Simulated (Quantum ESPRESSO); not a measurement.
# Zr4Mg2YTa: input and log of a self-consistent run

Simulated, not a measurement. The program is pw.x of Quantum ESPRESSO 7.5 (plane-wave density functional theory). The cell is made up: eight metal atoms on a hexagonal close-packed lattice, with elements, volume, strain and displacements drawn at random and not relaxed, so it may be unstable or far from any real phase. PseudoDojo standard norm-conserving files set the functional (PBE unless stated); there is no spin polarisation or spin-orbit coupling, the Fermi-Dirac width of 0.25 eV means electrons at about 2900 K, and the masses in the input are unused placeholders. Heavy elements are run without spin-orbit coupling, which real alloys of them have. A spin test at this wide smearing found no moment, but such smearing suppresses magnetism that the real alloy may have.

Input:

```
&control calculation='scf', pseudo_dir='./dojo.nc.sr.pbe.v0_5.standard.upf', outdir='./o', disk_io='minimal', tprnfor=.true., tstress=.true. /
&system ibrav=0, nat=8, ntyp=4, nbnd=62, ecutwfc=84.00895049, nosym=.true., tot_charge=0,
 occupations='smearing', smearing='fd', degauss=0.0183746611
/
&electrons conv_thr=1.470e-08, electron_maxstep=70, mixing_beta=0.5 /
ATOMIC_SPECIES
Mg 1.0 Mg.upf
Ta 1.0 Ta.upf
Y 1.0 Y.upf
Zr 1.0 Zr.upf
CELL_PARAMETERS angstrom
-3.1646 -0.0245 0.0022
0.0035 0.0038 -5.1183
-0.0849 -10.9154 0.0082
ATOMIC_POSITIONS angstrom
Zr 0.0217 0.0271 -0.0297
Mg -0.0491 -5.4981 -0.0386
Zr -0.0562 -3.6578 -2.5776
Y -0.0553 -9.1772 -2.5289
Zr -1.668 -2.7992 0.0222
Zr -1.6769 -8.153 -0.0032
Mg -1.574 -0.9073 -2.5664
Ta -1.6324 -6.3776 -2.605
K_POINTS automatic
7 5 2 1 1 1
```

The log is shortened where brackets say so; the opening notice, blank lines, dates and the lines on written files are dropped, and the path of the files is cut. It prints rydbergs, bohrs and kilobars, and counts compression as positive stress. Its total energy is the free energy E - TS of the whole cell.

```
     Program PWSCF v.7.5
     Parallel version (MPI & OpenMP), running on       4 processor cores
     Number of MPI processes:                 4
     Threads/MPI process:                     1
     [start-up lines left out]
     bravais-lattice index     =            0
     lattice parameter (alat)  =       5.9804  a.u.
     unit-cell volume          =    1193.0378 (a.u.)^3
     number of atoms/cell      =            8
     number of atomic types    =            4
     number of electrons       =        92.00
     number of Kohn-Sham states=           62
     kinetic-energy cutoff     =      84.0090  Ry
     charge density cutoff     =     336.0358  Ry
     scf convergence threshold =      1.5E-08
     mixing beta               =       0.5000
     number of iterations used =            8  plain     mixing
     Exchange-correlation= PBE
                           (   1   4   3   4   0   0   0)
     [axes and pseudopotential details left out]
   Cartesian axes
     site n.     atom                  positions (alat units)
         1        Zr     tau(   1) = (   0.0068569   0.0085632  -0.0093848  )
         2        Mg     tau(   2) = (  -0.0155149  -1.7373235  -0.0121971  )
         3        Zr     tau(   3) = (  -0.0177584  -1.1558142  -0.8144859  )
         4        Y      tau(   4) = (  -0.0174740  -2.8998682  -0.7990974  )
         5        Zr     tau(   5) = (  -0.5270649  -0.8845084   0.0070149  )
         6        Zr     tau(   6) = (  -0.5298772  -2.5762351  -0.0010112  )
         7        Mg     tau(   7) = (  -0.4973622  -0.2866942  -0.8109469  )
         8        Ta     tau(   8) = (  -0.5158158  -2.0152333  -0.8231439  )
     number of k points=    35  Fermi-Dirac smearing, width (Ry)=  0.0184
                       cart. coord. in units 2pi/alat
        k(    1) = (  -0.0709165  -0.0719773  -0.0619329), wk =   0.0571429
        k(    2) = (  -0.0720388   0.0729962  -0.0618261), wk =   0.0571429
     [further k points left out]
     Dense  grid:   124161 G-vectors     FFT dimensions: (  36,  60, 125)
     Estimated max dynamical RAM per process >     334.62 MB
     Estimated total dynamical RAM >       1.22 GB
     Initial potential from superposition of free atoms
     starting charge      91.9836, renormalised to      92.0000
     Starting wfcs are   70 randomized atomic wfcs
     total cpu time spent up to now is        4.2 secs
     per-process dynamical memory:   236.5 Mb
     Self-consistent Calculation
     iteration #  1     ecut=    84.01 Ry     beta= 0.50
     Davidson diagonalization with overlap
     ethr =  1.00E-02,  avg # of iterations =  3.3
     total cpu time spent up to now is       13.0 secs
     total energy              =    -853.62135745 Ry
     estimated scf accuracy    <       1.07031953 Ry
     iteration #  2     ecut=    84.01 Ry     beta= 0.50
     Davidson diagonalization with overlap
     ethr =  1.16E-03,  avg # of iterations =  8.1
     total cpu time spent up to now is       25.5 secs
     total energy              =    -851.88209865 Ry
     estimated scf accuracy    <      57.49453827 Ry
     iteration #  3     ecut=    84.01 Ry     beta= 0.50
     Davidson diagonalization with overlap
     ethr =  1.16E-03,  avg # of iterations =  6.7
     total cpu time spent up to now is       36.5 secs
     total energy              =    -854.12461803 Ry
     estimated scf accuracy    <       1.70828614 Ry
     iteration #  4     ecut=    84.01 Ry     beta= 0.50
     Davidson diagonalization with overlap
     ethr =  1.16E-03,  avg # of iterations =  2.0
     total cpu time spent up to now is       43.5 secs
     total energy              =    -854.21929654 Ry
     estimated scf accuracy    <       1.29394107 Ry
     iteration #  5     ecut=    84.01 Ry     beta= 0.50
     Davidson diagonalization with overlap
     ethr =  1.16E-03,  avg # of iterations =  1.0
     total cpu time spent up to now is       49.9 secs
     total energy              =    -854.26323976 Ry
     estimated scf accuracy    <       0.62378245 Ry
     [iterations 6 to 14 left out]
     iteration # 15     ecut=    84.01 Ry     beta= 0.50
     Davidson diagonalization with overlap
     ethr =  1.69E-09,  avg # of iterations =  3.2
     total cpu time spent up to now is      128.1 secs
     total energy              =    -854.29287441 Ry
     estimated scf accuracy    <       0.00000071 Ry
     iteration # 16     ecut=    84.01 Ry     beta= 0.50
     Davidson diagonalization with overlap
     ethr =  7.73E-10,  avg # of iterations =  2.3
     total cpu time spent up to now is      135.2 secs
     total energy              =    -854.29287441 Ry
     estimated scf accuracy    <       0.00000127 Ry
     iteration # 17     ecut=    84.01 Ry     beta= 0.50
     Davidson diagonalization with overlap
     ethr =  7.73E-10,  avg # of iterations =  1.0
     total cpu time spent up to now is      141.7 secs
     total energy              =    -854.29287447 Ry
     estimated scf accuracy    <       0.00000004 Ry
     iteration # 18     ecut=    84.01 Ry     beta= 0.50
     Davidson diagonalization with overlap
     ethr =  4.82E-11,  avg # of iterations =  4.9
     total cpu time spent up to now is      150.1 secs
     total energy              =    -854.29287447 Ry
     estimated scf accuracy    <       0.00000003 Ry
     iteration # 19     ecut=    84.01 Ry     beta= 0.50
     Davidson diagonalization with overlap
     ethr =  3.11E-11,  avg # of iterations =  2.0
     total cpu time spent up to now is      157.1 secs
     End of self-consistent calculation
     [lines on levels left out]
!    total energy              =    -854.29287448 Ry
     estimated scf accuracy    <          6.3E-10 Ry
     smearing contrib. (-TS)   =      -0.13721685 Ry
     internal energy E=F+TS    =    -854.15565763 Ry
     The total energy is F=E-TS. E is the sum of the following terms:
     one-electron contribution =    -285.72607528 Ry
     hartree contribution      =     166.79713012 Ry
     xc contribution           =    -157.50316562 Ry
     ewald contribution        =    -577.72354685 Ry
     convergence has been achieved in  19 iterations
     Forces acting on atoms (cartesian axes, Ry/au):
     atom    1 type  4   force =    -0.00642894   -0.02472651    0.00783946
     atom    2 type  1   force =    -0.00363427    0.00300957    0.00036953
     atom    3 type  4   force =     0.00134229   -0.01101164    0.00262714
     atom    4 type  3   force =    -0.00258124    0.03631882   -0.01105368
     atom    5 type  4   force =     0.00533602    0.00036014   -0.00595605
     atom    6 type  4   force =     0.00210308    0.02063142    0.00606332
     atom    7 type  1   force =     0.00195226   -0.03442491   -0.00143754
     atom    8 type  2   force =     0.00191081    0.00984311    0.00154784
     Total force =     0.064337     Total SCF correction =     0.000079
     Computing stress (Cartesian axis) and pressure
          total   stress  (Ry/bohr**3)                   (kbar)     P=       36.79
   0.00014038  -0.00003874   0.00000291           20.65       -5.70        0.43
  -0.00003874   0.00026998   0.00000186           -5.70       39.71        0.27
   0.00000291   0.00000186   0.00033994            0.43        0.27       50.01
     init_run     :      3.98s CPU      4.17s WALL (       1 calls)
     electrons    :    151.82s CPU    152.91s WALL (       1 calls)
     forces       :      1.28s CPU      1.29s WALL (       1 calls)
     stress       :      4.49s CPU      4.49s WALL (       1 calls)
     [timing details left out]
     PWSCF        :   2m41.66s CPU   2m42.97s WALL
     JOB DONE.
```

In other units: free energy -11623.247 eV for the cell, pressure 3.68 GPa, largest force component 0.934 eV/Å in size. The run took 165 s of wall time with four MPI processes on a shared machine (Intel Xeon, 2023 or later, virtual cores), so the time is rough. A rerun of this cell at a higher cutoff and on a denser mesh moved values by no more than 0.006 eV in energy, 0.05 GPa in stress and 0.008 eV/Å in force, and a second program with other atomic files agreed on that cell to 2 % rms in force and 0.5 GPa in pressure.